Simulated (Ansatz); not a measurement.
## Which element?

Cell vectors (Å):

```
-1.5946  1.5946  2.5108
 1.5946 -1.5946  2.5108
 1.5946  1.5946 -2.5108
```

```
atom       a       b       c
   X  0.0000  0.0000  0.0000
```

Computed with PBEsol, all-electron LAPW in Ansatz 0.2.0, scalar-relativistic. k mesh 16×16×16, fine mesh 24×24×24, Fermi-Dirac smearing of 0.050 eV, lines of 0.1 eV, Drude damping 0.1 eV.

Independent-particle optical response of a crystal from Kohn-Sham bands on the fine mesh with a Drude term, no local fields or excitons; Cartesian axes as in the cell vectors.

```json
{"Fine mesh": "24, 24, 24", "Line width": "0.1 eV", "Drude damping": "0.1 eV", "Further gaussian width": "0.3 eV"}
```

| photon energy (eV) | dielectric imag xx |
| --- | --- |
| 0.8 | 61.39 |
| 1.6 | 32.16 |
| 2.4 | 9.51 |
| 3.2 | 3.79 |
| 4 | 1.83 |
| 4.8 | 1.02 |
| 5.6 | 0.6 |
| 6.4 | 0.4 |
| 7.2 | 0.26 |
| 8 | 0.18 |
| 8.8 | 0.15 |
| 9.6 | 0.11 |
| 10.4 | 0.08 |
| 11.2 | 0.06 |
| 12 | 0.05 |
| 12.8 | 0.05 |
| 13.6 | 0.04 |
| 14.4 | 0.29 |
| 15.2 | 0.46 |
| 16 | 0.47 |
| 16.8 | 0.48 |
| 17.6 | 0.52 |
| 18.4 | 0.55 |
| 19.2 | 0.51 |
| 20 | 0.46 |
| 20.8 | 0.42 |
| 21.6 | 0.35 |
| 22.4 | 0.29 |
| 23.2 | 0.32 |
| 24 | 0.38 |
| 24.8 | 0.38 |

Task: All X atoms are one element. Which one was computed?

Result: In; the crystal is In (I4/mmm).

Limits of these numbers: filled d bands lie too high at this level, so their transitions start too early; these sums move with the mesh, by several per cent and more for small sheets; spectra summed at the mesh points alone.
